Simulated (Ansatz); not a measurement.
KCl:
```
KCl
1.0
    0.00000     3.19081     3.19081
    3.19081     0.00000     3.19081
    3.19081     3.19081     0.00000
K Cl
1 1
Cartesian
  0.00000   0.00000   0.00000
  3.19081   3.19081   3.19081
```

Relaxed with PBE.

Q: Map the valence electron density (e/Å³), cut off at 1 on the plane through (0.000, 0.000, 0.000) spanned by u = [1, 0, 0] and v = [0, 1, -1] in lattice vectors, from PBE in the plane-wave PAW code Ansatz.

A: x is the fraction of u, y of v (the angle between them is 90°; rows are the nearest grid lines); atoms in the plane: K at (0.00, 0.00), Cl at (0.50, 0.50).
```
|999994100000000001499999|
|999994100000000001499999|
|999983100000000001389999|
|999941000000000000149999|
|998421000000000000124899|
|443110001111111100011344|
|111000011233332110000111|
|000000123568865321000000|
|000001136999999631100000|
|000001259999999952100000|
|000001369999999963100000|
|000001389990099983100000|
|000001389990099983100000|
|000001369999999963100000|
|000001259999999952100000|
|000001136999999631100000|
|000000123568865321000000|
|111000011233332110000111|
|443110001111111100011344|
|998421000000000000124899|
|999941000000000000149999|
|999983100000000001389999|
|999994100000000001499999|
|999994100000000001499999|
```
Scale: ten equal steps from 0.014 (start of '0') to 1.00 (end of '9'), in the order '0123456789'; x runs from 0.000 to 1.00, y from 0.000 (bottom) to 1.00 (top).

The density is the valence pseudo-density with augmentation charge, so density and ELF within about 1 Å of a nucleus are not all-electron values.

Space group Fm-3m (rock salt). The cell was relaxed with PBE under the symmetry of its start; phonons on a q-mesh show no instability.

Potentials: the later of the program's two PAW sets.
